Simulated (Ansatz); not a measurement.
W:
```xyz
1
Lattice="-1.5845 1.5845 1.5845 1.5845 -1.5845 1.5845 1.5845 1.5845 -1.5845" Properties=species:S:1:pos:R:3 pbc="T T T"
W      0.0000     0.0000     0.0000
```

Relaxed with r²SCAN. Special points in fractions of this cell's reciprocal vectors: Γ (0.000, 0.000, 0.000); H (0.500, -0.500, 0.500); N (0.000, 0.000, 0.500); P (0.250, 0.250, 0.250).

### Question
List the band energies nearest the Fermi level at these points for plane-wave PAW r²SCAN (Ansatz code).

### Answer
In eV from the Fermi level; about four levels below and three above (degenerate sets whole), none deeper than 8.9 eV; … stands for higher levels left out; points with the same levels are listed once.

| k | below | above |
|---|---|---|
| Γ | -1.28 -1.28 -1.28 | 2.55 2.55 … |
| H | -5.98 -5.98 | 5.31 5.31 5.31 |
| N | -6.52 -3.73 | 0.54 2.39 3.44 |
| P | -3.16 -3.16 -3.16 | 3.62 3.62 7.19 |

Space group Im-3m (bcc (W type)). The r²SCAN relaxation kept the symmetry of its start. The run is not spin-polarised. Scalar-relativistic: spin–orbit coupling is off unless named, which matters more the heavier the elements.

Potentials: the earlier of the program's two PAW sets.
